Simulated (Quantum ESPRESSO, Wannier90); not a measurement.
## Tight-binding from DFT: RbCl (rock salt)

Structure: Materials Project mp-23295, symmetrised, not relaxed again. COD (Crystallography Open Database) has the formula in 2 space groups, this one among them (matched by group alone). Level: PBEsol, spinors with spin-orbit coupling; pw.x of Quantum ESPRESSO at 47 Ry with PseudoDojo potentials, 8×8×8 k-points, Wannier90. Density: 8×8×8 mesh, cold smearing 0.01 Ry.

```
begin unit_cell_cart
ang
    0.0000000000    3.3087050000    3.3087050000
    3.3087050000    0.0000000000    3.3087050000
    3.3087050000    3.3087050000    0.0000000000
end unit_cell_cart
mp_grid = 8 8 8
```

**Question.** Which shells of neighbouring k-points and which b-vectors and weights does Wannier90 pick for this cell and mesh?

**Answer.** 
```
 *---------------------------------- K-MESH ----------------------------------*
 +----------------------------------------------------------------------------+
 |                    Distance to Nearest-Neighbour Shells                    |
 |                    ------------------------------------                    |
 |          Shell             Distance (Ang^-1)          Multiplicity         |
 |          -----             -----------------          ------------         |
 |             1                   0.205571                      8            |
 |             2                   0.237373                      6            |
 |             3                   0.335697                     12            |
 |             4                   0.393639                     24            |
 |             5                   0.411143                      8            |
 |             6                   0.474747                      6            |
 |             7                   0.517343                     24            |
 |             8                   0.530783                     24            |
       ... (lines left out)
 +----------------------------------------------------------------------------+
 | The b-vectors are chosen automatically                                     |
 | The following shells are used:                       1                     |
 +----------------------------------------------------------------------------+
 |                        Shell   # Nearest-Neighbours                        |
 |                        -----   --------------------                        |
 |                          1               8                                 |
 +----------------------------------------------------------------------------+
 | Completeness relation is fully satisfied [Eq. (B1), PRB 56, 12847 (1997)]  |
 +----------------------------------------------------------------------------+
 |                  b_k Vectors (Ang^-1) and Weights (Ang^2)                  |
 |                  ----------------------------------------                  |
 |            No.         b_k(x)      b_k(y)      b_k(z)        w_b           |
 |            ---        --------------------------------     --------        |
 |             1         0.118687    0.118687   -0.118687     8.873733        |
 |             2         0.118687   -0.118687    0.118687     8.873733        |
 |             3        -0.118687    0.118687    0.118687     8.873733        |
 |             4         0.118687    0.118687    0.118687     8.873733        |
 |             5        -0.118687   -0.118687    0.118687     8.873733        |
 |             6        -0.118687    0.118687   -0.118687     8.873733        |
 |             7         0.118687   -0.118687   -0.118687     8.873733        |
 |             8        -0.118687   -0.118687   -0.118687     8.873733        |
```
